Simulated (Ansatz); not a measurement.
Start of a relaxation of Li3Br:

Space group R32:H (No. 155). a = 6.202 Å, b = 6.202 Å, c = 7.591 Å, α = 90.00°, β = 90.00°, γ = 120.00°
```
atom  site  symmetry       x       y       z
  Li    9e        .2  0.0000  0.5019  0.5000
  Br    3a        32  0.0000  0.0000  0.0000
```

Level of theory: DFT PBE, scalar-relativistic, plane waves, PAW (Ansatz 0.2.0). Cutoff 420 eV, Gaussian smearing, Γ-centred meshes. Cell and atoms relax first on a coarse mesh and then on a finer one. In between, the cell is made exact in the group found at 0.06 Å. In metals the finer mesh still leaves noise of several meV/atom or more. The steps can't lower the symmetry of their start. No spin polarisation.

A guess keeps its type if space group and coordination stay and the shape of the cell changes little (axis ratios within about 15 %, angles within 6°); the volume may change.

**Question.** Will the relaxed cell still be of the starting type?

**Answer.** It doesn't keep its type. The symmetry stays R32 (No. 155). The volume per atom grows by 16.0 %, from 21.1 to 24.5 Å³. The shortest distance goes from 2.19 Å (Li–Br) to 2.64 Å (Li–Br). The ratio c/a of the conventional cell changes by a factor of 1.23. Counting neighbours within 15 % of an atom's shortest distance, the start has Br 6, Li 2 and the end Br 6, Li 2. In detail, at the end Li has 2 Br at 2.64 Å and 4 Li at 3.08–3.10 Å; Br has 6 Li at 2.64 Å.

```cif
data_structure
_symmetry_space_group_name_H-M 'R32:H'
_symmetry_Int_Tables_number 155
_cell_length_a 6.0778
_cell_length_b 6.0778
_cell_length_c 9.1727
_cell_angle_alpha 90.000
_cell_angle_beta 90.000
_cell_angle_gamma 120.000
_cell_volume 293.44
loop_
_atom_site_label
_atom_site_type_symbol
_atom_site_symmetry_multiplicity
_atom_site_Wyckoff_symbol
_atom_site_fract_x
_atom_site_fract_y
_atom_site_fract_z
_atom_site_occupancy
Li1 Li 9 e 0.33333 0.37185 0.16667 1
Br1 Br 3 a 0.00000 0.00000 0.00000 1
```

The last run used a 12×12×12 mesh for its 4-atom cell and Gaussian smearing of 0.10 eV. A structure relaxed within its symmetry needn't be a true minimum.
